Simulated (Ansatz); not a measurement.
Consider the following.

Mg2SeS:
Space group P-4m2 (No. 115); a = b = 4.099 Å, c = 5.785 Å, α = β = γ = 90.00°

| atom | site | symmetry | x | y | z |
|---|---|---|---|---|---|
| Mg | 2g | 2mm. | 0.0000 | 0.5000 | 0.2631 |
| Se | 1b | -4m2 | 0.5000 | 0.5000 | 0.0000 |
| S | 1d | -4m2 | 0.0000 | 0.0000 | 0.5000 |

This is the PBEsol-relaxed structure.

Task: All from PBEsol in the plane-wave PAW code Ansatz, unless another level is named. Give the band gap.

Result: 2.71 eV (direct).

Task: And the weight of the conduction-edge state by species (Voronoi cells)?

Result: Mg 61 %, S 24 %, Se 15 %.

Task: And the weight of the valence-edge state by species (Voronoi cells)?

Result: Se 64 %, S 21 %, Mg 15 %.

The workflow started from a Materials Project entry (that database holds measured and hypothetical structures alike); the Crystallography Open Database copy checked does not list it. Its standing as an ambient phase is unchecked. The PBEsol relaxation kept the symmetry of its start; of distortions, only those at the zone centre were tested. Scalar-relativistic: spin–orbit coupling is off unless named, which matters more the heavier the elements.

Potentials: the later of the program's two PAW sets.
